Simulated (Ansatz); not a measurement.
Nb5Si3:
```xyz
16
Lattice="-3.2936 3.2936 5.9402 3.2936 -3.2936 5.9402 3.2936 3.2936 -5.9402" Properties=species:S:1:pos:R:3 pbc="T T T"
Nb     2.1967     1.0969    -1.7668
Nb     1.0969     2.1967     7.7070
Nb     2.1967    -1.0969     4.1734
Nb     1.0969     4.3905     1.7668
Nb     1.0969     2.1967     4.1734
Nb     2.1967     1.0969     1.7668
Nb     1.0969     4.3905    -1.7668
Nb     2.1967    -1.0969     7.7070
Nb     0.0000     0.0000     5.9402
Nb     0.0000     0.0000     0.0000
Si     4.1408     0.8473     0.0000
Si    -0.8473     2.4463     5.9402
Si     2.4463     0.8473     5.9402
Si     0.8473     2.4463     0.0000
Si     0.0000     0.0000     8.9103
Si     0.0000     0.0000     2.9701
```

Relaxed with r²SCAN. Special points in fractions of this cell's reciprocal vectors: Γ (0.000, 0.000, 0.000); X (0.000, 0.000, 0.500); P (0.250, 0.250, 0.250); N (0.000, 0.500, 0.000); M (0.500, 0.500, -0.500); S (0.327, 0.673, -0.327); S0 (-0.327, 0.327, 0.327); R (-0.154, 0.154, 0.500); G (0.500, 0.500, -0.154).

Problem. List the band energies nearest the Fermi level at these points for plane-wave PAW r²SCAN (Ansatz code).

Solution. In eV from the Fermi level; about four levels below and three above (degenerate sets whole), none deeper than 8.9 eV; points with the same levels are listed once.

```tsv
k	below	above
Γ	-1.06 -0.88 -0.65 -0.65	0.35 0.35 0.97
X	-1.12 -1.11 -0.63 -0.30	0.14 0.63 0.89
P	-1.37 -1.37 -0.93 -0.93	0.12 0.12 0.98 0.98
N	-1.38 -1.38 -1.10 -1.10	0.38 0.38 0.57 0.57
M	-0.28 -0.28 -0.25 -0.21	0.05 0.23 0.23
S	-1.15 -0.99 -0.95 -0.75	0.01 0.38 0.46
R	-0.78 -0.72 -0.34 -0.09	0.38 0.39 1.05
```

Space group I4/mcm. The first step of the workflow began from a Materials Project structure, measured or hypothetical; the Crystallography Open Database files this formula in space group No. 140, but the cells were not matched. Whether it is the stable phase at ambient conditions was not checked. The cell was relaxed with r²SCAN under the symmetry of its start; its stability against distortions is not shown here. The run is not spin-polarised. Spin–orbit coupling is left out wherever it is not named.

Potentials: the earlier of the program's two PAW sets.
